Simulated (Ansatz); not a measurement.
One crystal and one scan (energy against volume) at two levels, PBE-D3(BJ) (plane waves to 420 eV, PAW, scalar-relativistic; Ansatz, a quantum-chemistry and plane-wave program) and r2SCAN+rVV10 (plane waves to 500 eV, PAW, scalar-relativistic; Ansatz), each from its own relaxed cell and on its own mesh. The cell shown is that of PBE-D3(BJ).

BN (h-BN type, space group P6_3/mmc)

```
CELL_PARAMETERS angstrom
      2.50644     0.00000     0.00000
     -1.25322     2.17064     0.00000
      0.00000     0.00000     6.61469
ATOMIC_POSITIONS crystal
  B  0.33333 0.66667 0.25000
  B  0.66667 0.33333 0.75000
  N  0.33333 0.66667 0.75000
  N  0.66667 0.33333 0.25000
```

E(V) scan at fixed shape, V₀ the volume above. Symmetry pins the atoms to their sites.

E stands for the smeared free energy. BN was relaxed with its symmetry unable to fall. With the shape held, the modulus is that of even scaling; a crystal free to change shape is softer. Percentages come from the unrounded values. Both scans cover V/V₀ from 0.900 to 1.100.

Results of PBE-D3(BJ):

```
Item                                                                         Result
---------------------------------------------------------------------------  ------
Lattice constant a (Å)                                                        2.506
Lattice constant c (Å)                                                        6.615
Relaxed volume (Å³/atom)                                                       9.00
Band gap of the relaxed cell, no spin-orbit coupling (eV)                      4.24
Pressure at the smallest volume (GPa)                                          31.0
Energy cost of the largest compression (meV/atom)                              80.0
Energy cost of the largest expansion (meV/atom)                                58.7
Bulk modulus at fixed cell shape B₀ (third-order Birch-Murnaghan fit) (GPa)   242.3
Pressure derivative B₀′ (fit)                                                   3.7
Pressure for 5 % compression (fit) (GPa)                                       13.7
```

### Question
Estimate the r2SCAN+rVV10 values.

### Answer
```csv
quantity,r2SCAN+rVV10,PBE-D3(BJ) − r2SCAN+rVV10
Lattice constant a (Å),2.501,+0.005 (+0.2 %)
Lattice constant c (Å),6.526,+0.089 (+1.4 %)
Relaxed volume (Å³/atom),8.83,+0.17 (+1.8 %)
"Band gap of the relaxed cell, no spin-orbit coupling (eV)",4.74,-0.50 (-10 %)
Pressure at the smallest volume (GPa),32.4,-1.4 (-4.3 %)
Energy cost of the largest compression (meV/atom),82.6,-2.6 (-3.1 %)
Energy cost of the largest expansion (meV/atom),60.9,-2.2 (-3.7 %)
Bulk modulus at fixed cell shape B₀ (third-order Birch-Murnaghan fit) (GPa),255.6,-13.3 (-5.2 %)
Pressure derivative B₀′ (fit),3.5,+0.2 (+4 %)
Pressure for 5 % compression (fit) (GPa),14.4,-0.7 (-5 %)
```

PBE-D3(BJ) gives the higher value for: lattice constant a; lattice constant c; relaxed volume. PBE-D3(BJ) gives the lower value for: band gap of the relaxed cell, no spin-orbit coupling; pressure at the smallest volume; energy cost of the largest compression; energy cost of the largest expansion; bulk modulus at fixed cell shape B₀; pressure for 5 % compression.

(A scan under strain: stresses follow from slopes of the energy per volume, elastic moduli from its curvatures.)
